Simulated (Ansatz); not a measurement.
**ZnGa2N2, a known structure type with other elements, at an estimated volume**

```
Ga Zn N
1.0
     0.00000    3.58730    0.00000
     3.58730    0.00000    0.00000
     1.79365    1.79365   -5.63971
Ga Zn N
2 1 2
Direct
  0.34430 0.34430 0.31140
  0.65570 0.65570 0.68860
  0.00000 0.00000 0.00000
  0.14110 0.14110 0.71780
  0.85890 0.85890 0.28220
```

Level: r2SCAN, no spin polarisation; 500 eV; 10×10×10 Γ-centred mesh; fermi-dirac occupations (width 0.1 eV); Ansatz 0.2.0, fixed geometry.

Forces: The largest is on N4 (and as large on other atoms): 9.26 eV/Å, components (0.00, 0.00, 9.26). It makes 180° with the line to a nearest neighbour, Zn3 at 1.59 Å, pointing away from it.
Charges: Bader charges in e: Zn +0.98, Ga +0.93, N -1.42. In the mean Zn gives up most and N takes most.
At the Fermi level: It is a metal, with about 2 states/eV a cell as the mean within 0.25 eV of the Fermi level, mostly N p (44 %), Ga s (25 %) and Ga p (21 %).
Stress: The pressure is 6.6 GPa (compression positive), so with the atoms held at these fractions the cell would first expand; the forces are large, so a full relaxation may end otherwise. The principal stresses -10.4, -10.4, 40.6 GPa differ, so its shape would change too.
Formation energy: 0.92 eV an atom against the elements' usual phases (free molecules for gases, crystals otherwise, with no correction for O₂ or N₂), so at this geometry it isn't bound against them. Relaxing would lower it.

Origin: a known structure type with other elements, at an estimated volume, so it need not be a known compound. Caveats: many states at the Fermi level without spin polarisation, so a magnetic state may lie lower; atoms or cell far from equilibrium.
